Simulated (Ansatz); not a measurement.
## AlN with Zn replacing Al: do the settings matter for the field gradients?

Cell: a supercell of AlN (wurtzite type, P6_3mc) built from a COD entry (the entry's cell lengths or inner coordinates differ somewhat from later room-temperature determinations), with all atoms left at the host's positions.

```cif
data_Al15ZnN16
_symmetry_space_group_name_H-M 'P3m1'
_symmetry_Int_Tables_number 156
_cell_length_a 6.2260
_cell_length_b 6.2260
_cell_length_c 9.9620
_cell_angle_alpha 90.000
_cell_angle_beta 90.000
_cell_angle_gamma 120.000
loop_
_atom_site_label
_atom_site_type_symbol
_atom_site_symmetry_multiplicity
_atom_site_Wyckoff_symbol
_atom_site_fract_x
_atom_site_fract_y
_atom_site_fract_z
Zn Zn 1 a 0.0000 0.0000 0.0000
Al2 Al 1 a 0.0000 0.0000 0.5000
Al3 Al 3 d 0.0000 0.5000 0.0000
Al4 Al 3 d 0.0000 0.5000 0.5000
Al9 Al 3 d 0.1667 0.8333 0.2500
Al10 Al 3 d 0.1667 0.8333 0.7500
Al15 Al 1 c 0.6667 0.3333 0.2500
Al16 Al 1 c 0.6667 0.3333 0.7500
N17 N 1 a 0.0000 0.0000 0.1900
N18 N 1 a 0.0000 0.0000 0.6900
N19 N 3 d 0.0000 0.5000 0.1900
N20 N 3 d 0.0000 0.5000 0.6900
N25 N 3 d 0.1667 0.8333 0.4400
N26 N 3 d 0.1667 0.8333 0.9400
N31 N 1 c 0.6667 0.3333 0.4400
N32 N 1 c 0.6667 0.3333 0.9400
```

One atom of each set is listed.

Reference run. Method: Kohn–Sham DFT in Ansatz, PBE, plane waves and PAW, scalar-relativistic, collinear spin, 420 eV cutoff, Γ-centred 4×4×2 k-points, Fermi–Dirac smearing 0.01 eV. Start moments as typed (μB): 1 on each Zn, none on the rest.

Q: The input is changed as follows: `scf.mixing.algorithm`: not typed → broyden; `scf.mixing.beta`: not typed → 0.2; `hamiltonian.xc`: pbe → rpbe; `scf.initial_density.chi_scale`: not typed → 0.3. What happens to V_zz (10²¹ V/m²) and η?

A: 

```json
{"site": "Zn", "V_zz reference": "-1.44", "η reference": "0.00", "V_zz changed": "-1.22", "η changed": "0.00"}
{"site": "Al3", "V_zz reference": "-0.25", "η reference": "0.41", "V_zz changed": "-0.25", "η changed": "0.42"}
{"site": "Al9", "V_zz reference": "0.35", "η reference": "0.28", "V_zz changed": "0.36", "η changed": "0.26"}
{"site": "Al10", "V_zz reference": "0.21", "η reference": "0.34", "V_zz changed": "0.22", "η changed": "0.33"}
{"site": "N17", "V_zz reference": "1.35", "η reference": "0.00", "V_zz changed": "1.49", "η changed": "0.00"}
{"site": "N18", "V_zz reference": "-0.36", "η reference": "0.00", "V_zz changed": "-0.35", "η changed": "0.00"}
{"site": "N19", "V_zz reference": "-0.025", "η reference": "0.83", "V_zz changed": "0.039", "η changed": "0.53"}
{"site": "N20", "V_zz reference": "-0.059", "η reference": "0.53", "V_zz changed": "-0.063", "η changed": "0.79"}
{"site": "N25", "V_zz reference": "0.12", "η reference": "0.16", "V_zz changed": "0.14", "η changed": "0.13"}
{"site": "N26", "V_zz reference": "2.40", "η reference": "0.19", "V_zz changed": "2.40", "η changed": "0.16"}
{"site": "N31", "V_zz reference": "0.073", "η reference": "0.00", "V_zz changed": "0.082", "η changed": "0.00"}
{"site": "N32", "V_zz reference": "-0.062", "η reference": "0.00", "V_zz changed": "-0.035", "η changed": "0.00"}
```

The largest change of V_zz along a kept axis is on Zn, from -1.44 to -1.22. On N19 the largest principal value lies along another axis in the second run, so the two V_zz can't be compared directly. The table leaves out 4 of the 16 sites, with |V_zz| up to 0.32; their tensors move by 0.01 at most along any direction. The statements above cover all sites. Its pressure is 9 GPa, against 6 GPa in the reference run. SCF iterations: 38 and 30. New warnings: stability check not made.

On the reference run: The defect repeats with the cell of 32 atoms, so it feels its images: sites between two images don't show the values beside a lone defect, and zeros or small values of η there can come from the images' arrangement. Al and N carry a gradient in the pure host already, so the values there aren't the defect's effect alone. The defect cell has no gap above 0.1 eV on its mesh, so the values can hang on the smearing and the k-mesh. The cell keeps the host's lattice, where the PBE pressure is 6 GPa. The run lost most of its start moments on Zn; a state with other moments may lie lower. The neighbours have not yet relaxed around the defect (largest force 2.2 eV/Å), so a real crystal will differ.
